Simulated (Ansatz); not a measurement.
The start is a generated trial cell of CdS in the zincblende structure type. Cell shape, volume and atoms are optimised at zero target pressure with PBEsol (plane waves to 420 eV, PAW, scalar-relativistic; Ansatz, an electronic-structure program). First-step values are on the input's coarse k-mesh.

Ansatz input (later rounds restart from its end on a renewed k-mesh):
Ansatz 0.2 input:
```yaml
crystal:
  lattice:
    - [0, 2.926228, 2.926228]
    - [2.926228, 0, 2.926228]
    - [2.926228, 2.926228, 0]
  atoms:
    - { symbol: S, position: [0.75, 0.75, 0.75] }
    - { symbol: Cd, position: [0, 0, 0] }
basis: { ecutwfc: 420, ecutrho_ratio: 4, xc_grid: 2, fft_grid_basis: typed }
kpoints: { mp_grid: { grid: [7, 7, 7] } }
hamiltonian:
  xc: pbesol
  dispersion: none
  pseudopotentials: { kind: paw }
scf: { occupations: { method: fermi_dirac, width: 0.05 } }
relax: { f_tol: 0.01, max_steps: 100, cell: { stress_tol: 0.02 } }
output: { forces: true, stress: true }
```

**Question.** By how much does the energy per atom fall from start to end?

**Answer.** 0.001 eV/atom.

**Question.** How does the volume change?

**Answer.** -1.4 %, from 25.06 to 24.70 Å³/atom.

**Question.** How do the shortest distances between atoms change?

**Answer.** The closest pairs of elements (up to four, under 3.6 Å), start → end: Cd–S 2.53 → 2.52 Å.

**Question.** Give the final cell and atomic positions.

**Answer.** 
Space group F-43m (No. 216); a = b = c = 5.8248 Å, α = β = γ = 90.00°

```json
[
 {"atom": "S", "site": "4c", "symmetry": "-43m", "x": "0.2500", "y": "0.2500", "z": "0.2500"},
 {"atom": "Cd", "site": "4a", "symmetry": "-43m", "x": "0.0000", "y": "0.0000", "z": "0.0000"}
]
```
(The calculation used a cell of 2 atoms; values per cell refer to that cell.)

The space group stays F-43m (No. 216) (the run could not lower it); the end is zinc blende type, with 2 atoms in the primitive cell. Final values are on a 10×10×10 k-mesh of the relaxed cell. No spin polarisation in the result.

The run could not lose the symmetry of its start; a randomly shaken copy of 2 atoms returns to this structure.

All atoms sit on sites fixed by symmetry, so only the cell could relax.
